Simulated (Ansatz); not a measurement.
From three elastic constants to directional properties of CsPbCl$_{3}$

Method: Ansatz, DFT PBEsol, scalar-relativistic, plane waves, PAW. Cutoff 420 eV, 6×6×6 k-points (Γ-centred), fixed occupations. No spin polarisation.

Relaxed structure:
Space group Pm-3m (No. 221). a = 5.619 Å, b = 5.619 Å, c = 5.619 Å, α = 90.00°, β = 90.00°, γ = 90.00°
```json
{"atom": "Cs", "site": "1a", "symmetry": "m-3m", "x": "0.0000", "y": "0.0000", "z": "0.0000"}
{"atom": "Pb", "site": "1b", "symmetry": "m-3m", "x": "0.5000", "y": "0.5000", "z": "0.5000"}
{"atom": "Cl", "site": "3c", "symmetry": "4/mm.m", "x": "0.5000", "y": "0.5000", "z": "0.0000"}
```

Spin–orbit coupling is left out, which can shift energies with elements as heavy as these.

With ions relaxed, on the cubic axes: C11 = 59.0, C12 = 8.1, C44 = 4.7 GPa. The density is 4.180 g/cm³. Zone-centre modes weren't checked beside this run.

Problem. Is the crystal stable against strain, and how anisotropic is it?

Solution. Born's conditions hold: C11 + 2C12 = 75.1, C11 − C12 = 50.9 and C44 = 4.7 GPa are all positive. B = (C11 + 2C12)/3 = 25.0 GPa. The two shear moduli are C44 and C′ = (C11 − C12)/2 = 25.5 GPa, so Zener's ratio is A = C44/C′ = 0.19: the shear C44 is the soft one, as in NaCl, KCl, the halide perovskites and the bcc metals V, Nb, Cr and Mo. The Cauchy pressure C12 − C44 is 3.3 GPa; it would vanish for pair forces between atoms on inversion centres at zero pressure, and a positive value is usual with metallic or many-body binding, and where atoms off inversion centres relax under shear, which lowers C44.

Problem. Give the sound speeds along the three symmetry directions.

Solution. The Christoffel equation gives ρv² for each branch:
```tsv
direction	branch	ρv²	GPa	v (m/s)
[100]	L	C11	59.0	3756
[100]	T (×2)	C44	4.7	1063
[110]	L	(C11 + C12 + 2C44)/2	38.2	3024
[110]	T, u ∥ [001]	C44	4.7	1063
[110]	T, u ∥ [1-10]	(C11 − C12)/2	25.5	2468
[111]	L	(C11 + 2C12 + 4C44)/3	31.3	2737
[111]	T (×2)	(C11 − C12 + C44)/3	18.5	2107
```

Problem. How does Young's modulus depend on direction?

Solution. Inverting gives S11 = 17.533, S12 = -2.106, S44 = 211.864 TPa⁻¹. Along a unit vector (l, m, n), 1/E = S11 − 2(S11 − S12 − S44/2)(l²m² + m²n² + n²l²), where the last bracket is 0, 1/4 and 1/3 for [100], [110] and [111]: E = 57, 16 and 13 GPa. With A < 1 the cube edge is stiffest. For a film on (001), the biaxial modulus is C11 + C12 − 2C12²/C11 = 65 GPa and the normal strain is −2C12/C11 = -0.27 times the in-plane one.

Symmetry holds off the tilts and polar distortions that many cubic perovskites undergo.

Cost: 1 run of about 0.87 core-minutes, on Arm Neoverse V2 (shared hosts).